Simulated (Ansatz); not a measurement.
Relaxed-ion elastic tensor of In$_{2}$Bi in space group P6_3/mmc (No. 194; In on 2a, In on 2d, Bi on 2c) in GPa (Voigt order), DFT-LDA in the program Ansatz with PAW potentials; density 9.01 g/cm³, 26.94 Å³ per atom.

```
60.8  53.1  37.0   0.0   0.0   0.0
53.1  60.8  37.0   0.0   0.0   0.0
37.0  37.0  75.8   0.0   0.0   0.0
 0.0   0.0   0.0  10.8   0.0   0.0
 0.0   0.0   0.0   0.0  10.8   0.0
 0.0   0.0   0.0   0.0   0.0   3.8
```

Is the crystal mechanically stable?

Yes: the smallest eigenvalue of C is 3.8 GPa.

Work out the Voigt, Reuss and Hill averages.

K_V = 50.2, K_R = 50.2, K_H = 50.2; G_V = 9.7, G_R = 6.6, G_H = 8.2 GPa.

Give Young's modulus, Poisson's ratio, Pugh's ratio and the universal anisotropy index.

E = 9KG/(3K + G) = 23.2 GPa; ν = 0.42; K/G = 6.15 (ductile by the Pugh limit of 1.75); A_U = 5G_V/G_R + K_V/K_R − 6 = 2.42.

Estimate the sound speeds and the Debye temperature.

v_l = √((K + 4G/3)/ρ) = 2600 m/s, v_t = √(G/ρ) = 952 m/s, mean 1080 m/s; Θ = (h/k)(3n/4πV)^(1/3) v_m = 107 K.

How much does each axis shrink under pressure?

Linear compressibilities β_i = Σ_j S_ij (j = 1 to 3): x 6.6, y 6.6, z 6.8 per TPa.

The first step of the workflow began from a Materials Project structure, measured or hypothetical; the Crystallography Open Database files this formula in space group No. 194, but the cells were not matched. Its standing as an ambient phase is unchecked. The LDA relaxation kept the symmetry of its start; of distortions, only those at the zone centre were tested. As this level gives no gap, shear constants depend on the k-mesh and smearing (Fermi–Dirac, 0.1 eV here). On the denser mesh and wider smearing of the elastic run this cell carries a stress of 0.4 GPa. Spin–orbit coupling is left out wherever it is not named.

Potentials: the later of the program's two PAW sets.
